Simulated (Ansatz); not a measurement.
# HfW$_{2}$: reading a single point

```yaml
crystal:
  lattice:
    - [0.00000, 3.79676, 3.79676]
    - [3.79676, 0.00000, 3.79676]
    - [3.79676, 3.79676, 0.00000]
  atoms:
    - { symbol: W, position: [0.62500, 0.62500, 0.62500] }
    - { symbol: W, position: [0.12500, 0.62500, 0.62500] }
    - { symbol: W, position: [0.62500, 0.62500, 0.12500] }
    - { symbol: W, position: [0.62500, 0.12500, 0.62500] }
    - { symbol: Hf, position: [0.00000, 0.00000, 0.00000] }
    - { symbol: Hf, position: [0.25000, 0.25000, 0.25000] }
```

Level: r2SCAN, no spin polarisation; 500 eV; 8×8×8 Γ-centred mesh; fermi-dirac occupations (width 0.1 eV); Ansatz 0.2.0, fixed geometry.

Contacts: W–W at 2.68 Å: least valence density 0.44 e/Å³ and ELF 0.33 there. W–Hf at 3.15 Å: least valence density 0.22 e/Å³ and ELF 0.29 there. Hf–Hf at 3.29 Å: least valence density 0.15 e/Å³ and ELF 0.17 there. These are pseudo-fields; inside the PAW spheres they differ from the all-electron ones.
Charges: Bader charges in e: Hf +1.54, W -0.77. In the mean Hf gives up most and W takes most.
Formation energy: -0.16 eV an atom against the elements' usual phases (free molecules for gases, crystals otherwise, with no correction for O₂ or N₂), so it is bound against them; other compounds may still compete. Relaxing would lower it.
Electronic structure: It is a metal, with about 2.3 states/eV a cell as the mean within 0.25 eV of the Fermi level, mostly W d (62 %) and Hf d (25 %).

Origin: a database entry at a rescaled volume.
